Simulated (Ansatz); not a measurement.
The calculation used Ansatz, DFT PBE, scalar-relativistic, plane waves, PAW. All cells share a 420 eV cutoff and Γ-centred k meshes spaced at most about 0.3 Å⁻¹ (about 0.25 or finer for metals, 2π included). No spin polarisation in the final relaxations.

All energies are static (0 K, no zero-point motion).

Two forms of MgCd₂TeSe₂ were relaxed alike.

A.

```xyz
6
Lattice="5.6577 0.0000 0.0000 0.0000 5.6577 0.0000 0.0000 0.0000 5.6721" Properties=species:S:1:pos:R:3 pbc="T T T"
Mg    2.8288    2.8288    2.8361
Cd    0.0000    0.0000    1.4595
Cd    0.0000    0.0000    4.2126
Te    2.8288    2.8288    0.0000
Se    0.0000    2.8288    0.0000
Se    2.8288    0.0000    0.0000
```

B.

```xyz
6
Lattice="4.1933 0.0000 0.0000 -2.0966 3.6315 0.0000 0.0000 0.0000 11.9075" Properties=species:S:1:pos:R:3 pbc="T T T"
Mg    0.0000    0.0000    5.9538
Cd    0.0000    2.4210    9.8954
Cd    2.0966    1.2105    2.0121
Te    0.0000    0.0000    0.0000
Se    0.0000    0.0000    8.3895
Se    0.0000    0.0000    3.5180
```

Question: Which would you expect to be lower, and how large is the difference?

Answer: B is lower, by 279 meV/atom. A has space group P4/mmm (No. 123), 30.3 Å³/atom and no gap on its mesh; B has space group P-3m1 (No. 164), 30.2 Å³/atom and no gap. The shortest distance is 2.75 Å (Cd–Cd) in A and 2.44 Å (Mg–Se) in B. In A, around Mg lie 2 Te at 2.84 Å; Cd has 1 Cd at 2.75 Å, 1 Cd at 2.92 Å and 4 Se at 3.18 Å; around Te lie 4 Se at 2.83 Å and 2 Mg at 2.84 Å; Se has 2 Te at 2.83 Å and 4 Cd at 3.18 Å. In B, Mg is surrounded by 2 Se at 2.44 Å; around Cd lie 3 Se at 2.85 Å and 3 Te at 3.15 Å; Te has 6 Cd at 3.15 Å and 2 Se at 3.52 Å; Se is surrounded by 1 Mg at 2.44 Å, 3 Cd at 2.85 Å and 1 Te at 3.52 Å. Both come from invented guesses. A third cell relaxed alike, in P-3m1, lies 0.34 eV/atom below the lower of the two.

Spin–orbit coupling, which can matter for Te, is left out. Cells relaxed within their symmetry can be saddle points.
